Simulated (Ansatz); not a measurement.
Total density of states per atom from r²SCAN (plane waves, PAW; program Ansatz), in 0.25 eV bins, energy from the valence-band maximum:

```
E (eV)  states/eV/atom
------  --------------
-7.85             0.00
-7.60             0.00
-7.35             0.00
-7.10             0.00
-6.85             0.00
-6.60             0.00
-6.35             0.00
-6.10             0.00
-5.85             0.00
-5.60             0.00
-5.35             0.25
-5.10             0.44
-4.85             0.54
-4.60             0.78
-4.35             1.04
-4.10             0.87
-3.85             0.58
-3.60             0.80
-3.35             0.68
-3.10             0.65
-2.85             0.75
-2.60             0.57
-2.35             0.81
-2.10             0.75
-1.85             0.95
-1.60             0.98
-1.35             0.95
-1.10             0.77
-0.85             0.91
-0.60             0.87
-0.35             0.86
-0.10             0.21
0.15              0.00
0.40              0.00
0.65              0.00
0.90              0.00
1.15              0.00
1.40              0.00
1.65              0.00
1.90              0.00
2.15              0.00
2.40              0.00
2.65              0.00
2.90              0.00
3.15              0.00
3.40              0.00
3.65              0.00
3.90              0.00
4.15              0.00
4.40              0.00
4.65              0.00
4.90              0.05
5.15              0.52
5.40              0.64
5.65              0.65
5.90              0.69
6.15              0.56
6.40              0.65
6.65              0.88
6.90              0.66
7.15              0.34
7.40              0.54
7.65              0.52
7.90              0.68
8.15              0.61
8.40              0.27
8.65              0.34
8.90              0.58
9.15              0.65
9.40              0.72
9.65              0.38
```

Problem. Pick the material that matches.
A. Hf2N, anti-rutile
B. FeNi3, Cu3Au type
C. HfO2, Pca2_1 (Hf on 4a, O on 4a, O on 4a)
D. LiNbO3, R3c (Li on 6a, Nb on 6a, O on 18b)

Solution. C, HfO2, Pca2_1 (Hf on 4a, O on 4a, O on 4a). Top 1 eV of the valence band: O 2p 93 %. Bottom 1 eV of the conduction band: Hf 5d 86 %, O 2p 9 %. Projections are on Löwdin-orthogonalised atomic valence shells; empty p or d shells of many metals are not among them.

Symmetry was held in the r²SCAN relaxation. The run is not spin-polarised. Scalar-relativistic: spin–orbit coupling is off unless named, which matters more the heavier the elements.

Potentials: the later of the program's two PAW sets.
